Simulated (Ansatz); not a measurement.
TaAl (CsCl type, space group No. 221), plane-wave PAW r²SCAN (Ansatz code), all energies at zero smearing, with the estimated change up to a 700 eV cutoff added, with one set of potentials and settings (totals compare only within such a set). Cell of 2 atoms (1 Ta, 1 Al): -10485.449 eV.

```json
[
 {"element": "Ta", "reference phase": "Im-3m, 1 atoms in the cell", "E (eV/atom)": "-9945.1755"},
 {"element": "Al", "reference phase": "Fm-3m, 1 atoms in the cell", "E (eV/atom)": "-540.4106"}
]
```

Formation energy per atom, worked out: (-10485.449 − 1×(-9945.1755) − 1×(-540.4106))/2 = 0.069 eV/atom (7 kJ per mol of atoms), at 0 K, without zero-point energy or fitted corrections.

Space group Pm-3m (CsCl type). The start of the workflow was typed in or built on a structure type; neither database checked (COD, Materials Project) lists it. Its standing as an ambient phase is unchecked. Symmetry was held in the r²SCAN relaxation. At this level the phase is mechanically unstable. The run is not spin-polarised. The references are the lowest solids computed at this level, not always the standard phases. Spin–orbit coupling is left out wherever it is not named.

Potentials: the earlier of the program's two PAW sets.
